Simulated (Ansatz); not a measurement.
Tl (hcp, Mg type)

```
CELL_PARAMETERS angstrom
      3.60828     0.00000     0.00000
     -1.80414     3.12487     0.00000
      0.00000     0.00000     5.57421
ATOMIC_POSITIONS crystal
  Tl 0.33333 0.66667 0.75000
  Tl 0.66667 0.33333 0.25000
```

The volume is varied about the relaxed value V₀ at fixed cell shape. Symmetry pins the atoms to their sites.

Calculation: PBE (plane waves to 420 eV, PAW, scalar-relativistic; Ansatz, a quantum-chemistry and plane-wave program). k mesh 15×15×9 (Γ-centred), Fermi-Dirac smearing 0.05 eV. Stress and pressure are positive under compression. Spin-orbit coupling is left out, though Tl is heavy. The relaxed volume of Tl is well above the measured one; the method has no dispersion term. Tl was relaxed with its symmetry unable to fall.

At one point of the scan the stress tensor (GPa) is:

```
   -1.3      0.0      0.0
    0.0     -1.3      0.0
    0.0      0.0     -0.9
```

Problem. Which point is it?
A. V/V₀ = 1.080
B. V/V₀ = 1.133
C. V/V₀ = 1.053
D. V/V₀ = 1.027

Solution. C, V/V₀ = 1.053

(Under strain, the slope of the energy per volume gives the stress and its curvature an elastic modulus.)
